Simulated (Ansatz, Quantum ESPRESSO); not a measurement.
Given: the input of a run of Quantum ESPRESSO 7.5 on AgRh. Atoms were shifted at random by some hundredths of an Å from the given cell, which wasn't relaxed again for these runs. The cell comes from a database or a generator and needn't be the stable form of this composition.

Contents of pw.in:

```
&CONTROL
  calculation = 'scf'
  prefix = 'pwscf'
  outdir = './tmp'
  pseudo_dir = './pseudo'
  tprnfor = .true.
  tstress = .true.
  disk_io = 'nowf'
/
&SYSTEM
  ibrav = 0
  nat = 2
  ntyp = 2
  ecutwfc = 56
  ecutrho = 448
  nbnd = 25
  occupations = 'smearing'
  smearing = 'fd'
  degauss = 0.00367493
/
&ELECTRONS
  conv_thr = 4d-10
  electron_maxstep = 120
  mixing_beta = 0.5
/
ATOMIC_SPECIES
Ag   107.8682 ag_pbesol_v1.4.uspp.F.UPF
Rh   102.9055 rh_pbesol_v1.4.uspp.F.UPF
CELL_PARAMETERS angstrom
   2.7775881998    0.0000000000    0.0000000000
  -1.3887940999    2.4054619423    0.0000000000
   0.0000000000    0.0000000000    4.8086020000
ATOMIC_POSITIONS crystal
Ag    -0.0272880000   -0.0047970000    0.5034490000
Rh     0.6713290000    0.3145220000   -0.0088590000
K_POINTS automatic
11 11 6 0 0 0
```

Potentials or basis: GBRV 1.5 PBEsol.

Command:

```console
$ OMP_NUM_THREADS=1 mpirun -n 2 pw.x -nk 2 -in pw.in > pw.out
```

Question: Translate it to Ansatz 0.2.0. Potentials or basis there: Ansatz PAW, cutoff 420 eV.

Answer: As run (cutoffs and basis follow the program's own potentials, and thresholds, step limits or extra output files can differ):

File input.yaml:

```yaml
crystal:
  lattice:
    - [2.7775881998, 0.0, 0.0]
    - [-1.3887940999, 2.4054619423, 0.0]
    - [0.0, 0.0, 4.808602]
  atoms:
    - { symbol: Ag, position: [-0.027288, -0.004797, 0.503449] }
    - { symbol: Rh, position: [0.671329, 0.314522, -0.008859] }
hamiltonian:
  xc: pbesol
  pseudopotentials: { kind: paw }
kpoints:
  mp_grid: { grid: [11, 11, 6] }
scf:
  occupations: { method: fermi_dirac, width: 0.05 }
output:
  forces: true
  stress: true
  eigenvalues: true
```

Potentials or basis: Ansatz PAW.

The run is started by

```sh
$ ansatz run input.yaml --threads 1 --pin off --max-ram 3584MiB --backend cpu --events-out ev --progress --plain --runs-dir out
```

Both were run:

|  | Quantum ESPRESSO | Ansatz |
| --- | --- | --- |
| Pressure | -10.2 GPa | -10.2 GPa |
| Largest force | 0.394 eV/Å | 0.387 eV/Å |
| Energy over the undisturbed cell | 8.6 meV/atom | 8.5 meV/atom |

Ansatz's pressure holds a Pulay term of +0.06 GPa for its cutoff of 420 eV, which the other run lacks.

The potentials hold 34 and 36 valence electrons a cell.

Ansatz's potentials were made for PBE.

Where Ansatz's input types no cutoff or centring, it takes its own default and a Γ-centred mesh.

The cell lies far from this level's equilibrium.

Pressure is positive in compression.
